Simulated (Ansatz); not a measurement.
# What DFT gives for AgSb$_{2}$S$_{4}$Br

```
Ag Sb S Br
1.0
     0.00000    3.81511    0.00000
     9.95312   -1.90755    0.00000
    -4.35329    1.90755  -10.04854
Ag Sb S Br
2 4 8 2
Direct
  0.33668 0.10714 0.43378
  0.66332 0.89286 0.56622
  0.04659 0.31008 0.21690
  0.95341 0.68992 0.78310
  0.70494 0.31292 0.90304
  0.29506 0.68708 0.09696
  0.21230 0.07640 0.65180
  0.78770 0.92360 0.34820
  0.31950 0.50750 0.86850
  0.68050 0.49250 0.13150
  0.10130 0.17790 0.97530
  0.89870 0.82210 0.02470
  0.46340 0.13900 0.21220
  0.53660 0.86100 0.78780
  0.89602 0.32676 0.53472
  0.10398 0.67324 0.46528
```

Method: r2SCAN, no spin polarisation; PAW, plane waves to 500 eV, 5×5×5 Γ-centred mesh, fermi-dirac occupations (width 0.1 eV) (Ansatz 0.2.0), atoms fixed.

(1) Metal or insulator?

(2) Is it stable against the elements?

(3) What do density and ELF say about some of the short contacts?

(4) Is the cell too large or too small?

(5) Where is the largest force?

Origin: a known structure type with other elements, at an estimated volume, so it need not be a known compound. Caveats: many states at the Fermi level without spin polarisation, so a magnetic state may lie lower; the k mesh is coarse if the cell is a metal.

## Answers

(1) It is a metal, with about 13 states/eV a cell as the mean within 0.25 eV of the Fermi level, mostly S p (60 %), Ag d (17 %) and Br p (15 %).

(2) -0.14 eV an atom against the elements' usual phases (free molecules for gases, crystals otherwise, with no correction for O₂ or N₂), so it is bound against them; other compounds may still compete. Relaxing would lower it.

(3) Sb–S at 2.43 Å: least valence density 0.60 e/Å³ and ELF 0.55 there. Ag–S at 2.52 Å: least valence density 0.43 e/Å³ and ELF 0.35 there. Ag–Br at 2.78 Å: least valence density 0.27 e/Å³ and ELF 0.18 there. Both are smooth PAW fields, read partly inside the augmentation spheres.

(4) The pressure is 1.8 GPa (compression positive), so with the atoms held at these fractions the cell would first expand; the forces are large, so a full relaxation may end otherwise. The principal stresses 1.2, 1.7, 2.4 GPa differ, so its shape would change too.

(5) The largest is on Sb3 (and as large on other atoms): 0.89 eV/Å, components (0.14, 0.00, -0.88). It makes 177° with the line to a nearest neighbour, S11 at 2.44 Å, pointing away from it.
